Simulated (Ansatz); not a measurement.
Is this InGa3P4 structure a true minimum?

It was reached by relaxing an invented guess, and it needn't be the stable form of this composition.

The calculation used DFT PBE, scalar-relativistic, plane waves, PAW in Ansatz 0.2.0. Settings: cutoff 420 eV, Γ-centred mesh 8×8×4 on the computed 8-atom cell, Gaussian smearing of 0.02 eV; no spin polarisation.

The cell below (8 atoms, space group P-4m2 (No. 115)) is relaxed within its symmetry.

```
In Ga P
1.0
     3.96537    0.00000    0.00000
     0.00000    3.96537    0.00000
     0.00000    0.00000   11.28802
In Ga P
1 3 4
Direct
  0.50000 0.50000 0.00000
  0.00000 0.00000 0.74024
  0.00000 0.00000 0.25976
  0.50000 0.50000 0.50000
  0.50000 0.00000 0.85914
  0.00000 0.50000 0.14086
  0.50000 0.00000 0.37995
  0.00000 0.50000 0.62005
```

For the test it was strained at random (σ = 1.5 % a component), the atoms were moved at random (σ = 0.15 Å), and all was relaxed again on a coarse 4×4×2 mesh (in the run’s order of axes) with 0.10 eV smearing, with no symmetry imposed.

Q: Is the structure stable against such a distortion?

A: It returns, within 1 meV/atom of the unmoved cell on that mesh and with the same symmetry when read at 0.1 Å. No instability shows in this cell; modes of other wave vectors, which need another repeat, aren't tested.
